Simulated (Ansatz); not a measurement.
Values for one crystal, relaxed and computed with LDA (plane waves, PAW; program Ansatz); other levels are named.

```yaml
volume_per_atom: 10.09 Å³
electronic_character: metallic (no gap)
highest_zone_centre_frequency: 684 cm⁻¹
Density of states at the Fermi level: 0.40 states/eV per atom (mean over ±0.08 eV)
zone_centre_stability: no imaginary mode at Γ
Formation energy from the elements (no fitted shifts): -0.41 eV/atom
Pressure derivative B′: 4.2
```

### Question
Pick the material that matches.
A. LuBPd3, cubic perovskite
B. CuO2, Cmcm (Cu on 4c, O on 4c, O on 4c)
C. ScSi, Cmcm (Sc on 4c, Si on 4c)
D. BW, Cmcm (B on 4c, W on 4c)

### Answer
D, BW, Cmcm (B on 4c, W on 4c)

The workflow started from a Materials Project entry (that database holds measured and hypothetical structures alike); the Crystallography Open Database copy checked does not list it. COD files the formula under space group No. 141. Whether it is the stable phase at ambient conditions was not checked. Symmetry was held in the LDA relaxation. No spin polarisation was allowed. As this level gives no gap, phonon frequencies hold no LO–TO term and depend on the k-mesh and smearing (Fermi–Dirac, 0.1 eV here). The references are the lowest solids computed at this level, not always the standard phases. Spin–orbit coupling is left out wherever it is not named.

Potentials: the later of the program's two PAW sets.
